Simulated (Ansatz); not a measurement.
A relaxed cell of Zr3S2 is given with its symmetry left out. It was relaxed at this level from a Materials Project cell.

These are results of DFT PBE, scalar-relativistic, plane waves, PAW in Ansatz 0.2.0, not measurements. Cutoff 420 eV, Γ-centred mesh, Gaussian smearing, no spin polarisation.

```
Zr S
1.0
     2.89512    1.67150    3.48042
    -2.89512    1.67150    3.48042
     0.00000   -3.34300    3.48042
Zr S
3 2
Direct
  0.16208 0.83792 0.50000
  0.50000 0.16208 0.83792
  0.83792 0.50000 0.16208
  0.33479 0.33479 0.33479
  0.66521 0.66521 0.66521
```

Energies over the elements count from the elements' standard structures at the same level, with no fitted energy shifts.

Task: What space group does it have?

Result: R32 (No. 155). Conventional cell: a = 5.790 Å, c = 10.441 Å. Zr is surrounded by 4 S at 2.60–2.61 Å; S has 6 Zr at 2.60–2.61 Å.

Task: What is its formation energy per atom?

Result: −1.09 eV/atom. It lies below the elements, which doesn't yet make it stable against other compounds or structures.

Task: Is it a metal?

Result: Yes, bands cross the Fermi level on the 12×12×12 mesh.

The last run used a 12×12×12 mesh for its 5-atom cell and Gaussian smearing of 0.10 eV. The reference form of S is held partly by dispersion forces, which this level lacks. Symmetry constrained the relaxation, so the result can be a saddle point.
